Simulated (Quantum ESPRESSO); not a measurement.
Zn3AlOF7, finding a planted mistake in a log

A calculation, not a measurement. The program is pw.x of Quantum ESPRESSO 7.5 (plane-wave density functional theory). The cell is made up: 12 atoms on a rutile lattice, with randomly drawn elements, strain and displacements, not relaxed. PseudoDojo standard norm-conserving files (v0.5 for PBE, v0.4.1 for LDA and PBEsol) set the functional; there is no spin polarisation, spin-orbit coupling or dispersion term, and the masses in the input are unused placeholders.

Intended input:

```
&control calculation='scf', pseudo_dir='./dojo.nc.sr.pbe.v0_5.standard.upf', outdir='./o', disk_io='low', tprnfor=.true., tstress=.true. /
&system ibrav=0, nat=12, ntyp=4, nbnd=65, ecutwfc=84.00895049, nosym=.true., tot_charge=0,
 occupations='smearing', smearing='fd', degauss=0.0018374661
/
&electrons conv_thr=7.350e-09, electron_maxstep=60, /
ATOMIC_SPECIES
Al 1.0 Al.upf
F 1.0 F.upf
O 1.0 O.upf
Zn 1.0 Zn.upf
CELL_PARAMETERS angstrom
4.8399 -0.0502 -0.0147
-0.0502 4.7972 0.0086
-0.0196 0.0114 6.4458
ATOMIC_POSITIONS angstrom
Zn 0.0994 -0.0596 -0.0165
Zn 2.3667 2.3043 1.764
Zn -0.0737 0.0361 3.2531
Al 2.3014 2.5127 4.8101
O 1.566 1.4768 0.0267
F 3.3158 3.4 0.0749
F 3.7607 0.9918 1.6157
F 1.1077 3.8001 1.7002
F 1.4145 1.4399 3.178
F 3.2571 3.2399 3.1986
F 3.8938 0.9332 4.8997
F 1.0389 3.8928 4.8659
K_POINTS automatic
5 5 4 1 1 1
```

The log is shortened where brackets say so; the opening notice, blank lines, dates and the lines on written files are dropped, and the path of the files is cut. It prints rydbergs, bohrs and kilobars, and counts compression as positive stress. Where no state is partly filled, the Fermi energy that it prints is only some level between the filled and the empty states on the mesh, and need not lie in the true gap.

Log of the intended run:

```
     Program PWSCF v.7.5
     Parallel version (MPI & OpenMP), running on       4 processor cores
     Number of MPI processes:                 4
     Threads/MPI process:                     1
     [start-up lines left out]
     bravais-lattice index     =            0
     lattice parameter (alat)  =       9.1466  a.u.
     unit-cell volume          =    1009.8228 (a.u.)^3
     number of atoms/cell      =           12
     number of atomic types    =            4
     number of electrons       =       118.00
     number of Kohn-Sham states=           65
     kinetic-energy cutoff     =      84.0090  Ry
     charge density cutoff     =     336.0358  Ry
     scf convergence threshold =      7.3E-09
     mixing beta               =       0.7000
     number of iterations used =            8  plain     mixing
     Exchange-correlation= PBE
                           (   1   4   3   4   0   0   0)
     [axes and pseudopotential details left out]
   Cartesian axes
     site n.     atom                  positions (alat units)
         1        Zn     tau(   1) = (   0.0205364  -0.0123136  -0.0034090  )
         2        Zn     tau(   2) = (   0.4889692   0.4760771   0.3644491  )
         3        Zn     tau(   3) = (  -0.0152267   0.0074584   0.6721027  )
         4        Al     tau(   4) = (   0.4754779   0.5191333   0.9937848  )
         5        O      tau(   5) = (   0.3235415   0.3051125   0.0055163  )
         6        F      tau(   6) = (   0.6850568   0.7024528   0.0154746  )
         7        F      tau(   7) = (   0.7769748   0.2049096   0.3338097  )
         8        F      tau(   8) = (   0.2288550   0.7851150   0.3512677  )
         9        F      tau(   9) = (   0.2922410   0.2974888   0.6565868  )
        10        F      tau(  10) = (   0.6729291   0.6693756   0.6608428  )
        11        F      tau(  11) = (   0.8044738   0.1928026   1.0122965  )
        12        F      tau(  12) = (   0.2146407   0.8042672   1.0053133  )
     number of k points=    50  Fermi-Dirac smearing, width (Ry)=  0.0018
                       cart. coord. in units 2pi/alat
        k(    1) = (   0.1013471   0.1017880   0.0939913), wk =   0.0400000
        k(    2) = (   0.1019138   0.1014574   0.2817198), wk =   0.0400000
     [further k points left out]
     Dense  grid:   105117 G-vectors     FFT dimensions: (  54,  54,  72)
     Estimated max dynamical RAM per process >     344.27 MB
     Estimated total dynamical RAM >       1.27 GB
     Initial potential from superposition of free atoms
     starting charge     117.9971, renormalised to     118.0000
     Starting wfcs are   66 randomized atomic wfcs
     total cpu time spent up to now is        4.5 secs
     per-process dynamical memory:   275.0 Mb
     Self-consistent Calculation
     iteration #  1     ecut=    84.01 Ry     beta= 0.70
     Davidson diagonalization with overlap
     ethr =  1.00E-02,  avg # of iterations =  3.9
     total cpu time spent up to now is       15.3 secs
     total energy              =   -1636.82229532 Ry
     estimated scf accuracy    <       1.95077623 Ry
     iteration #  2     ecut=    84.01 Ry     beta= 0.70
     Davidson diagonalization with overlap
     ethr =  1.65E-03,  avg # of iterations =  3.3
     total cpu time spent up to now is       26.7 secs
     total energy              =   -1635.99651564 Ry
     estimated scf accuracy    <       7.90762238 Ry
     [iterations 3 to 10 left out]
     iteration # 11     ecut=    84.01 Ry     beta= 0.70
     Davidson diagonalization with overlap
     ethr =  1.63E-09,  avg # of iterations =  3.0
     total cpu time spent up to now is      118.7 secs
     total energy              =   -1637.74666358 Ry
     estimated scf accuracy    <       0.00000033 Ry
     iteration # 12     ecut=    84.01 Ry     beta= 0.70
     Davidson diagonalization with overlap
     ethr =  2.83E-10,  avg # of iterations =  2.1
     total cpu time spent up to now is      127.7 secs
     End of self-consistent calculation
     [lines on levels left out]
     the Fermi energy is     6.7879 ev
!    total energy              =   -1637.74666363 Ry
     estimated scf accuracy    <          4.9E-09 Ry
     smearing contrib. (-TS)   =      -0.00000000 Ry
     internal energy E=F+TS    =   -1637.74666363 Ry
     The total energy is F=E-TS. E is the sum of the following terms:
     one-electron contribution =   -1274.41599741 Ry
     hartree contribution      =     682.14206434 Ry
     xc contribution           =    -222.98778118 Ry
     ewald contribution        =    -822.48494937 Ry
     convergence has been achieved in  12 iterations
     Forces acting on atoms (cartesian axes, Ry/au):
     atom    1 type  4   force =     0.03214383    0.06033869    0.05094563
     atom    2 type  4   force =    -0.02893118   -0.02180975   -0.15825775
     atom    3 type  4   force =     0.00166742    0.01569356   -0.03831797
     atom    4 type  1   force =    -0.02610848   -0.06830720    0.12630743
     atom    5 type  3   force =    -0.00389092    0.02368746   -0.08900514
     atom    6 type  2   force =     0.01461723    0.00057882   -0.06894402
     atom    7 type  2   force =     0.05999033   -0.05194709    0.03734214
     atom    8 type  2   force =    -0.05914136    0.04409817    0.02482375
     atom    9 type  2   force =    -0.00393786    0.00596942    0.09819416
     atom   10 type  2   force =     0.01077539    0.01166176    0.11146969
     atom   11 type  2   force =    -0.02440279    0.02137848   -0.04857993
     atom   12 type  2   force =     0.02721838   -0.04134234   -0.04597798
     Total force =     0.337949     Total SCF correction =     0.000237
     Computing stress (Cartesian axis) and pressure
          total   stress  (Ry/bohr**3)                   (kbar)     P=      -66.23
  -0.00030580  -0.00006781   0.00003256          -44.98       -9.98        4.79
  -0.00006781  -0.00036097   0.00007790           -9.98      -53.10       11.46
   0.00003256   0.00007790  -0.00068392            4.79       11.46     -100.61
     init_run     :      4.26s CPU      4.44s WALL (       1 calls)
     electrons    :    122.78s CPU    123.26s WALL (       1 calls)
     forces       :      2.05s CPU      2.06s WALL (       1 calls)
     stress       :      6.30s CPU      6.42s WALL (       1 calls)
     [timing details left out]
     PWSCF        :   2m15.53s CPU   2m16.38s WALL
     JOB DONE.
```

A second run was made from an input with one planted mistake. Its log:

```
     Program PWSCF v.7.5
     Parallel version (MPI & OpenMP), running on       4 processor cores
     Number of MPI processes:                 4
     Threads/MPI process:                     1
     [start-up lines left out]
     bravais-lattice index     =            0
     lattice parameter (alat)  =       9.1466  a.u.
     unit-cell volume          =    1009.8228 (a.u.)^3
     number of atoms/cell      =           12
     number of atomic types    =            4
     number of electrons       =       118.00
     number of Kohn-Sham states=           65
     kinetic-energy cutoff     =      84.0090  Ry
     charge density cutoff     =     336.0358  Ry
     scf convergence threshold =      7.3E-09
     mixing beta               =       0.7000
     number of iterations used =            8  plain     mixing
     Exchange-correlation= PBESOL
                           (   1   4  10   8   0   0   0)
     [axes and pseudopotential details left out]
   Cartesian axes
     site n.     atom                  positions (alat units)
         1        Zn     tau(   1) = (   0.0205364  -0.0123136  -0.0034090  )
         2        Zn     tau(   2) = (   0.4889692   0.4760771   0.3644491  )
         3        Zn     tau(   3) = (  -0.0152267   0.0074584   0.6721027  )
         4        Al     tau(   4) = (   0.4754779   0.5191333   0.9937848  )
         5        O      tau(   5) = (   0.3235415   0.3051125   0.0055163  )
         6        F      tau(   6) = (   0.6850568   0.7024528   0.0154746  )
         7        F      tau(   7) = (   0.7769748   0.2049096   0.3338097  )
         8        F      tau(   8) = (   0.2288550   0.7851150   0.3512677  )
         9        F      tau(   9) = (   0.2922410   0.2974888   0.6565868  )
        10        F      tau(  10) = (   0.6729291   0.6693756   0.6608428  )
        11        F      tau(  11) = (   0.8044738   0.1928026   1.0122965  )
        12        F      tau(  12) = (   0.2146407   0.8042672   1.0053133  )
     number of k points=    50  Fermi-Dirac smearing, width (Ry)=  0.0018
                       cart. coord. in units 2pi/alat
        k(    1) = (   0.1013471   0.1017880   0.0939913), wk =   0.0400000
        k(    2) = (   0.1019138   0.1014574   0.2817198), wk =   0.0400000
     [further k points left out]
     Dense  grid:   105117 G-vectors     FFT dimensions: (  54,  54,  72)
     Estimated max dynamical RAM per process >     344.27 MB
     Estimated total dynamical RAM >       1.27 GB
     Initial potential from superposition of free atoms
     starting charge     117.9973, renormalised to     118.0000
     Starting wfcs are   66 randomized atomic wfcs
     total cpu time spent up to now is        4.7 secs
     per-process dynamical memory:   275.0 Mb
     Self-consistent Calculation
     iteration #  1     ecut=    84.01 Ry     beta= 0.70
     Davidson diagonalization with overlap
     ethr =  1.00E-02,  avg # of iterations =  4.0
     total cpu time spent up to now is       15.4 secs
     total energy              =   -1634.67554438 Ry
     estimated scf accuracy    <       1.78679485 Ry
     iteration #  2     ecut=    84.01 Ry     beta= 0.70
     Davidson diagonalization with overlap
     ethr =  1.51E-03,  avg # of iterations =  3.4
     total cpu time spent up to now is       26.9 secs
     total energy              =   -1633.86384555 Ry
     estimated scf accuracy    <       7.67362265 Ry
     [iterations 3 to 10 left out]
     iteration # 11     ecut=    84.01 Ry     beta= 0.70
     Davidson diagonalization with overlap
     ethr =  1.69E-09,  avg # of iterations =  3.0
     total cpu time spent up to now is      114.5 secs
     total energy              =   -1635.52944110 Ry
     estimated scf accuracy    <       0.00000036 Ry
     iteration # 12     ecut=    84.01 Ry     beta= 0.70
     Davidson diagonalization with overlap
     ethr =  3.01E-10,  avg # of iterations =  2.0
     total cpu time spent up to now is      123.0 secs
     End of self-consistent calculation
     [lines on levels left out]
     the Fermi energy is     6.5952 ev
!    total energy              =   -1635.52944115 Ry
     estimated scf accuracy    <          6.5E-09 Ry
     smearing contrib. (-TS)   =      -0.00000000 Ry
     internal energy E=F+TS    =   -1635.52944115 Ry
     The total energy is F=E-TS. E is the sum of the following terms:
     one-electron contribution =   -1273.91327329 Ry
     hartree contribution      =     680.58143506 Ry
     xc contribution           =    -219.71265355 Ry
     ewald contribution        =    -822.48494937 Ry
     convergence has been achieved in  12 iterations
     Forces acting on atoms (cartesian axes, Ry/au):
     atom    1 type  4   force =     0.03126959    0.05933239    0.04749340
     atom    2 type  4   force =    -0.02896628   -0.02197442   -0.15236571
     atom    3 type  4   force =     0.00248536    0.01726003   -0.03680641
     atom    4 type  1   force =    -0.02569006   -0.06667905    0.12353000
     atom    5 type  3   force =    -0.00338195    0.02324258   -0.08389559
     atom    6 type  2   force =     0.01541568    0.00146218   -0.06675738
     atom    7 type  2   force =     0.05653846   -0.04933741    0.03842493
     atom    8 type  2   force =    -0.05669468    0.04123770    0.02427415
     atom    9 type  2   force =    -0.00248058    0.00712839    0.09226690
     atom   10 type  2   force =     0.00794512    0.00966513    0.10551271
     atom   11 type  2   force =    -0.02022263    0.01669807   -0.04794668
     atom   12 type  2   force =     0.02378198   -0.03803558   -0.04373031
     Total force =     0.324013     Total SCF correction =     0.000254
     Computing stress (Cartesian axis) and pressure
          total   stress  (Ry/bohr**3)                   (kbar)     P=     -110.05
  -0.00059783  -0.00006843   0.00003081          -87.94      -10.07        4.53
  -0.00006843  -0.00064833   0.00007315          -10.07      -95.37       10.76
   0.00003081   0.00007315  -0.00099817            4.53       10.76     -146.84
     init_run     :      4.23s CPU      4.38s WALL (       1 calls)
     electrons    :    117.98s CPU    118.40s WALL (       1 calls)
     forces       :      2.01s CPU      2.02s WALL (       1 calls)
     stress       :      6.15s CPU      6.30s WALL (       1 calls)
     [timing details left out]
     PWSCF        :   2m10.71s CPU   2m11.49s WALL
     JOB DONE.
```

Question: what was wrong in the second input?

Answer: the files are those of another functional. The input lines that differ, file-writing options aside:

```
- &control calculation='scf', pseudo_dir='./dojo.nc.sr.pbe.v0_5.standard.upf', outdir='./o', disk_io='low', tprnfor=.true., tstress=.true. /
+ &control calculation='scf', pseudo_dir='./dojo.nc.sr.pbesol.v0_4_1.standard.upf', outdir='./o', disk_io='low', tprnfor=.true., tstress=.true. /
```

```
                                            intended run  run with the mistake
                          free energy (eV)    -22282.679            -22252.512
                    smearing term -TS (eV)        0.0000                0.0000
                            pressure (GPa)         -6.62                -11.01
            largest force component (eV/Å)         4.069                 3.917
largest change of a force component (eV/Å)                               0.153
                                iterations            12                    12
```

For scale, a rerun of the intended cell at 1437 eV and a 7 x 7 x 6 mesh moved values by no more than 0.004 eV in energy, 0.02 GPa in stress and 0.002 eV/Å in force. Files of another functional have another zero of energy, so the energy change says nothing on stability.